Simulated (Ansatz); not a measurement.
HgTe:
```yaml
crystal:
  lattice:
    - [4.43118, 0.00000, 0.00000]
    - [0.00000, 4.43118, 0.00000]
    - [0.00000, 0.00000, 7.90242]
  atoms:
    - { symbol: Hg, position: [0.00000, 0.50000, 0.00000] }
    - { symbol: Hg, position: [0.50000, 0.00000, 0.50000] }
    - { symbol: Te, position: [0.00000, 0.00000, 0.25000] }
    - { symbol: Te, position: [0.00000, 0.00000, 0.75000] }
```

Relaxed with PBE. Special points in fractions of this cell's reciprocal vectors: Γ (0.000, 0.000, 0.000); X (0.000, 0.500, 0.000); M (0.500, 0.500, 0.000); Z (0.000, 0.000, 0.500); R (0.000, 0.500, 0.500); A (0.500, 0.500, 0.500).

Problem. List the band energies nearest the Fermi level at these points for PBE in the plane-wave PAW code Ansatz.

Solution. In eV from the Fermi level; about four levels below and three above (degenerate sets whole), none deeper than 8.9 eV; points with the same levels are listed once.

| k | below | above |
|---|---|---|
| Γ | -1.80 -1.10 -0.01 -0.01 | 1.71 3.35 4.04 4.04 |
| X | -2.78 -1.39 -0.56 -0.13 | 0.05 0.20 3.75 |
| M | -4.69 -4.69 -3.77 -2.61 -2.61 | 0.73 0.81 0.81 |
| Z | -1.46 -1.46 -0.64 -0.64 | 0.94 0.94 3.60 3.60 |
| R | -3.36 -2.78 -1.35 -0.06 | 1.09 1.67 1.97 |
| A | -2.70 -2.70 -1.82 -1.82 | 1.34 1.34 1.51 1.51 |

Space group P4_2/mmc. The cell is a constructed one: a structure type filled with these elements; neither database checked (COD, Materials Project) lists it. It is not the phase usual at ambient conditions (space group No. 216). Symmetry was held in the PBE relaxation; whether a distortion lowers the energy is not shown. Scalar-relativistic: spin–orbit coupling is off unless named, which matters more the heavier the elements.

Potentials: the later of the program's two PAW sets.
